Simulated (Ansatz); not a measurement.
Ta$_{3}$As:
```xyz
32
Lattice="10.3337 0.0000 0.0000 0.0000 10.3337 0.0000 0.0000 0.0000 5.1329" Properties=species:S:1:pos:R:3 pbc="T T T"
Ta     6.0973     9.3857     0.0228
Ta     6.1148     0.9304     2.5892
Ta     4.2364     0.9480     0.0228
Ta     4.2189     9.4032     2.5892
Ta     9.4032     6.1148     2.5437
Ta     9.3857     4.2364     5.1101
Ta     0.9304     4.2189     2.5437
Ta     0.9480     6.0973     5.1101
Ta     0.0205     8.7915     3.8316
Ta     6.7090     5.1873     1.2652
Ta    10.3132     1.5422     3.8316
Ta     3.6246     5.1464     1.2652
Ta     5.1464     6.7090     3.8677
Ta     8.7915    10.3132     1.3013
Ta     5.1873     3.6246     3.8677
Ta     1.5422     0.0205     1.3013
Ta     2.0697     3.0583     5.1233
Ta     2.1085     7.2365     2.5569
Ta     8.2640     7.2754     5.1233
Ta     8.2251     3.0972     2.5569
Ta     3.0972     2.1085     2.5761
Ta     3.0583     8.2640     0.0096
Ta     7.2365     8.2251     2.5761
Ta     7.2754     2.0697     0.0096
As     0.0422     8.1979     1.2634
As     7.3027     5.2090     3.8299
As    10.2915     2.1358     1.2634
As     3.0310     5.1247     3.8299
As     5.1247     7.3027     1.3030
As     8.1979    10.2915     3.8695
As     5.2090     3.0310     1.3030
As     2.1358     0.0422     3.8695
```

Relaxed with r²SCAN. Special points in fractions of this cell's reciprocal vectors: Γ (0.000, 0.000, 0.000); X (0.000, 0.500, 0.000); M (0.500, 0.500, 0.000); Z (0.000, 0.000, 0.500); R (0.000, 0.500, 0.500); A (0.500, 0.500, 0.500).

### Question
List the band energies nearest the Fermi level at these points for r²SCAN in the plane-wave PAW code Ansatz.

### Answer
In eV from the Fermi level; about four levels below and three above (degenerate sets whole), none deeper than 8.9 eV; points with the same levels are listed once.

| k | below | above |
|---|---|---|
| Γ | -0.55 -0.55 -0.55 -0.52 -0.31 -0.10 | 0.01 0.01 0.04 |
| X | -0.67 -0.67 -0.50 -0.50 | 0.07 0.07 0.26 0.26 |
| M | -0.76 -0.76 -0.35 -0.35 | 0.32 0.32 0.33 0.33 |
| Z | -0.49 -0.49 -0.43 -0.43 | 0.09 0.09 0.11 0.11 |
| R | -0.48 -0.48 -0.06 -0.06 | 0.34 0.34 0.41 0.41 |
| A | -0.30 -0.30 -0.05 -0.01 | 0.45 0.54 0.66 0.66 |

Space group P4_2/n. The workflow started from a Materials Project entry (that database holds measured and hypothetical structures alike); the Crystallography Open Database copy checked does not list it. Its standing as an ambient phase is unchecked. The cell was relaxed with r²SCAN under the symmetry of its start; its stability against distortions is not shown here. The run is not spin-polarised. Scalar-relativistic: spin–orbit coupling is off unless named, which matters more the heavier the elements.

Potentials: the later of the program's two PAW sets.
